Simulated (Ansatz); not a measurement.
Phonons of MgRh (CsCl type) at Γ, X = (0.5, 0.0, 0.0), M = (0.5, 0.5, 0.0), R = (0.5, 0.5, 0.5).

MgRh (CsCl type)

```
MgRh
1.0
    3.04728     0.00000     0.00000
    0.00000     3.04728     0.00000
    0.00000     0.00000     3.04728
Mg Rh
1 1
Direct
  0.00000   0.00000   0.00000
  0.50000   0.50000   0.50000
```

The numbers are results of LDA (plane waves to 420 eV, PAW, scalar-relativistic; Ansatz, a quantum-chemistry and plane-wave program), not measurements. DFPT wavenumbers on a 16×16×16 k mesh, in cm⁻¹ and rounded to 5; i marks imaginary ones, q is in fractions of the reciprocal vectors of the cell shown, and the three acoustic modes at Γ are left out. The program warned that its band solver left a few bands short of their tolerance. MgRh is run without spin polarisation. MgRh was relaxed with its symmetry unable to fall.

```
q                              wavenumbers (cm⁻¹)
-------------------  ----------------------------
Γ                                        295 (×3)
X = (0.5, 0.0, 0.0)  140 (×2), 150, 265 (×2), 340
M = (0.5, 0.5, 0.0)   70 (×2), 155, 260, 340 (×2)
R = (0.5, 0.5, 0.5)            135 (×3), 325 (×3)
```

The structure shows no imaginary mode at these points (lowest 70 cm⁻¹ at M = (0.5, 0.5, 0.0)); other wave vectors were not tested.

Highest mode: 340 cm⁻¹ at X = (0.5, 0.0, 0.0).
